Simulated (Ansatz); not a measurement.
Computed properties of Os

```xyz
2
Lattice="2.7341 0.0000 0.0000 -1.3670 2.3678 0.0000 0.0000 0.0000 4.3197" Properties=species:S:1:pos:R:3 pbc="T T T"
Os    0.0000    1.5785    1.0799
Os    1.3670    0.7893    3.2398
```

Atoms are numbered in the order listed.

The conventional cell has a = 2.734 Å, b = 2.734 Å, c = 4.320 Å, α = 90.00°, β = 90.00°, γ = 120.00°. Os (atom 1) is surrounded by 12 Os at 2.68 to 2.73 Å.

The cell comes from COD entry 9017843, which wasn't checked; take it as a given geometry.

No spin–orbit coupling, which matters for the heavy atoms here.

Theory: DFT, PBEsol, all-electron LAPW, scalar-relativistic (Ansatz 0.2.0).

Settings: a Γ-centred 17×17×10 k mesh, Fermi–Dirac smearing of 0.08 eV, basis error target 1 meV/atom, no spin polarisation.

```
Pressure at this cell                             : -2.70 GPa
Band gap                                          : none: bands cross the Fermi level, a metal
Stress xx, yy, zz (compression positive)          : -2.50, -2.50, -3.11 GPa
Density of states at the Fermi level (0.2 eV bin) : 1.18 states/eV per cell
Volume per atom                                   : 13.98 Å³
```
